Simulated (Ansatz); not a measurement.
SiW:
```xyz
2
Lattice="3.0567 0.0000 0.0000 0.0000 3.0567 0.0000 0.0000 0.0000 3.0567" Properties=species:S:1:pos:R:3 pbc="T T T"
W      0.0000     0.0000     0.0000
Si     1.5283     1.5283     1.5283
```

Relaxed with PBE. Special points in fractions of this cell's reciprocal vectors: Γ (0.000, 0.000, 0.000); X (0.000, 0.500, 0.000); M (0.500, 0.500, 0.000); R (0.500, 0.500, 0.500).

Task: List the band energies nearest the Fermi level at these points for plane-wave PAW PBE (Ansatz code).

Result: In eV from the Fermi level; about four levels below and three above (degenerate sets whole), none deeper than 8.9 eV; points with the same levels are listed once.

| k | below | above |
|---|---|---|
| Γ | -3.66 -3.66 | 1.82 1.82 1.82 |
| X | -7.95 -2.44 -1.75 -1.75 | 2.36 4.01 5.36 |
| M | -3.59 -3.59 -0.39 -0.39 | 4.10 5.09 5.18 |
| R | -6.01 -6.01 -6.01 -3.63 | 3.15 3.15 3.15 |

Space group Pm-3m (CsCl type). A made-up cell: these elements were put on the sites of a structure type; neither database checked (COD, Materials Project) lists it. Whether it is the stable phase at ambient conditions was not checked. The cell was relaxed with PBE under the symmetry of its start; whether a distortion lowers the energy is not shown. No spin polarisation was allowed. Spin–orbit coupling is left out wherever it is not named.

Potentials: the earlier of the program's two PAW sets.
